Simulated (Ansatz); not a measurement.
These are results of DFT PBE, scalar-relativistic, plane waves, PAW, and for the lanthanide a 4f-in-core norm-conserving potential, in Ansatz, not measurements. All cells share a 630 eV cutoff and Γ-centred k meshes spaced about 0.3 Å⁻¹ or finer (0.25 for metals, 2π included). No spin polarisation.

These are static total energies at zero pressure.

Compare these two cells of Dy5C, each relaxed at this level.

1.

Space group Immm (No. 71). a = 5.033 Å, b = 8.228 Å, c = 8.274 Å, α = 90.00°, β = 90.00°, γ = 90.00°
```
atom  site  symmetry       x       y       z
  Dy    4g       m2m  0.5000  0.2109  0.5000
  Dy    4i       mm2  0.0000  0.0000  0.7118
  Dy    2b       mmm  0.5000  0.0000  0.0000
   C    2a       mmm  0.0000  0.0000  0.0000
```

2.

Space group Cmmm (No. 65). a = 5.606 Å, b = 16.794 Å, c = 3.380 Å, α = 90.00°, β = 90.00°, γ = 90.00°
| atom | site | symmetry | x | y | z |
| --- | --- | --- | --- | --- | --- |
| Dy | 4j | m2m | 0.5000 | 0.3962 | 0.5000 |
| Dy | 4i | m2m | 0.0000 | 0.3055 | 0.0000 |
| Dy | 2c | mmm | 0.5000 | 0.0000 | 0.5000 |
| C | 2a | mmm | 0.0000 | 0.0000 | 0.0000 |

Task: Which would you expect to be lower, and how large is the difference?

Result: Cell 1 is lower, by 152 meV/atom. Cell 1 has space group Immm (No. 71), 28.5 Å³/atom and no gap on its mesh; cell 2 has space group Cmmm (No. 65), 26.5 Å³/atom and no gap. Counting Dy atoms around C (those within 1.25 times the shortest such distance or 1.15 times the sum of covalent radii, 1.27 where that leaves under three), cell 1 has C 6 and cell 2 has C 4. The lower one is the more open, so pressure narrows the difference. Both come from trial cells of a structure search, whose lowest cell (I4/m, 27.5 Å³/atom) lies 107 meV/atom below the lower of the two.

With atoms moved at random, cell 1 (by 107 meV/atom) fell into a lower structure. Cell 2 had no clear such test and can be a saddle point. Some candidate types were left out of the draw beforehand, so a known form may be missing.

The lanthanide is trivalent by construction, without f bands, f moments or other valences.
